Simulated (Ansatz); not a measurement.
Be5Pt:
```xyz
6
Lattice="0.0000 2.9415 2.9415 2.9415 0.0000 2.9415 2.9415 2.9415 0.0000" Properties=species:S:1:pos:R:3 pbc="T T T"
Be     4.4122     4.4122     4.4122
Be     2.2089     3.6741     3.6741
Be     2.2089     2.2089     2.2089
Be     3.6741     3.6741     2.2089
Be     3.6741     2.2089     3.6741
Pt     0.0000     0.0000     0.0000
```

Cartesian axes are those of the cell as given.

**Question.** Give the high-frequency dielectric tensor and the Born effective charge tensors of the independent atoms from DFPT, the program Ansatz at the LDA level (PAW).

**Answer.** 
ε∞:
```
20.1  0.00  0.00
0.00  20.1  0.00
0.00  0.00  20.1
```
Z* of atom 1 (Be), rows: field, columns: displacement, in e:
```
2.37  0.00  0.00
0.00  2.37  0.00
0.00  0.00  2.37
```
Z* of atom 2 (Be), rows: field, columns: displacement, in e:
```
 0.66  -0.02  -0.02
-0.02   0.66   0.02
-0.02   0.02   0.66
```
Z* of atom 6 (Pt), rows: field, columns: displacement, in e:
```
-5.02   0.00   0.00
 0.00  -5.02   0.00
 0.00   0.00  -5.02
```

Space group F-43m. The first step of the workflow began from a Materials Project structure, measured or hypothetical; the Crystallography Open Database copy checked does not list it. With Be and Pt taken as one species the cell has the higher symmetry Fd-3m, so it may be an ordered model of a mixed-site phase. Its standing as an ambient phase is unchecked. The cell was relaxed with LDA under the symmetry of its start; its stability against distortions is not shown here. No spin polarisation was allowed. Spin–orbit coupling is left out wherever it is not named.

Potentials: the later of the program's two PAW sets.
